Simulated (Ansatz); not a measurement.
## Contact densities of Li against volume

```
CELL_PARAMETERS angstrom
0.00000 2.20200 2.20200
2.20200 0.00000 2.20200
2.20200 2.20200 0.00000
ATOMIC_POSITIONS crystal
Li 0.00000 0.00000 0.00000
```

The cell is COD entry 9008473, as deposited and not checked against the literature; nothing was relaxed.

Level of theory: DFT, LDA, all-electron PAW with datasets made for the crystal, scalar-relativistic in Ansatz 0.2.0.

The runs use a Γ-centred 16×16×16 k mesh, Fermi–Dirac smearing of 0.05 eV, cutoff 100 eV (chosen by the program for this cell), no spin polarisation.

The contact density is the mean electron density over the nuclear volume; its changes follow the s electrons' response to bonding and compression. Changes below are taken from the unscaled cell, where it is 91.6418 e/Å³ at Li.

| V/V(cell) | P (GPa) | Δρ(0) Li (e/Å³) |
| --- | --- | --- |
| 0.9400 | -0.8 | 0.03 |
| 0.9600 | -1.0 | 0.02 |
| 0.9800 | -1.3 | 0.01 |
| 0.9900 | -1.4 | 0.00 |
| 1.0000 | -1.5 | 0.00 |
| 1.0100 | -1.6 | 0.00 |
| 1.0200 | -1.7 | -0.01 |
| 1.0400 | -1.8 | -0.02 |
| 1.0600 | -2.0 | -0.02 |

The datasets are made afresh for each cell, so very small changes are uncertain.
